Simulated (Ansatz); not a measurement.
## NaV2AgO4F4 — ¹⁷O NMR of the central transition

Cell: a diffraction structure from the COD whose atoms were relaxed with PBE, the cell held.

```cif
data_structure
_symmetry_space_group_name_H-M 'P 1'
_symmetry_Int_Tables_number 1
_cell_length_a 10.3826
_cell_length_b 5.8079
_cell_length_c 4.9429
_cell_angle_alpha 90.000
_cell_angle_beta 90.072
_cell_angle_gamma 90.000
_cell_volume 298.06
loop_
_atom_site_label
_atom_site_type_symbol
_atom_site_fract_x
_atom_site_fract_y
_atom_site_fract_z
_atom_site_occupancy
Na1 Na 0.50000 0.32459 0.75000 1
Na2 Na 0.50000 0.67541 0.25000 1
V3 V 0.23736 0.16371 0.24341 1
V4 V 0.76264 0.16371 0.25659 1
V5 V 0.76264 0.83629 0.75659 1
V6 V 0.23736 0.83629 0.74341 1
Ag7 Ag 0.00000 0.67689 0.25000 1
Ag8 Ag 0.00000 0.32311 0.75000 1
O9 O 0.13949 0.35226 0.37255 1
O10 O 0.86051 0.35226 0.12745 1
O11 O 0.86051 0.64774 0.62745 1
O12 O 0.13949 0.64774 0.87255 1
O13 O 0.16359 0.09767 0.93077 1
O14 O 0.83641 0.09767 0.56923 1
O15 O 0.83641 0.90233 0.06923 1
O16 O 0.16359 0.90233 0.43077 1
F17 F 0.36698 0.35546 0.12060 1
F18 F 0.63302 0.35546 0.37940 1
F19 F 0.63302 0.64454 0.87940 1
F20 F 0.36698 0.64454 0.62060 1
F21 F 0.35949 0.10498 0.53551 1
F22 F 0.64051 0.10498 0.96449 1
F23 F 0.64051 0.89502 0.46449 1
F24 F 0.35949 0.89502 0.03551 1
```

Atoms are numbered from 1 in the order listed; like atoms form one site, named after its first atom.

The numbers come from a DFT calculation in Ansatz (r2SCAN, plane waves and PAW, scalar-relativistic, 500 eV cutoff, Γ-centred 2×4×4 k-points, Fermi–Dirac smearing 0.02 eV).

¹⁷O has I = 5/2 and Q = -25.58 mb (Pyykkö 2018); at 28.2 T its Larmor frequency is ν₀ = 162.8 MHz. Only the quadrupole interaction is simulated: positions count from each site's isotropic chemical shift, and J coupling is left out, as are shift anisotropy and dipolar coupling, which fast spinning averages.

**Question.** Give C_Q, η, the quadrupolar product P_Q = |C_Q|(1 + η²/3)^½, the second-order isotropic shift and the breadth of the pattern (fast magic-angle spinning) for each O site.

**Answer.** 

```csv
site,first shell,C_Q (MHz),η,P_Q (MHz),δ_QIS (ppm),breadth (kHz)
O9,1 V at 1.63 Å; also 2 Ag at 2.37–2.45 Å,1.20,0.92,1.36,-0.417,0.151
O13,"2 V at 1.77–1.94 Å, angle 115°; also 1 Ag at 2.32 Å",1.34,0.34,1.36,-0.422,0.158
```

δ_QIS = −(ν_Q²/30ν₀²)[I(I+1) − 3/4](1 + η²/3) × 10⁶ ppm with ν_Q = 3|C_Q|/[2I(2I−1)]; it falls as 1/B₀² in ppm, and the breadth as 1/B₀ in kHz.

The largest force is 0.6 eV/Å, so the atoms aren't at the calculated equilibrium and relaxing them would move these values.

Hardware: 2 threads of Arm Neoverse V2 (aarch64; 28 cores open to the job, memory cap 5.0 GiB, no GPU), a shared host with a load of 0.8 a core. Wall time 89 s, CPU time 2.9 min, peak memory 1.8 GiB.
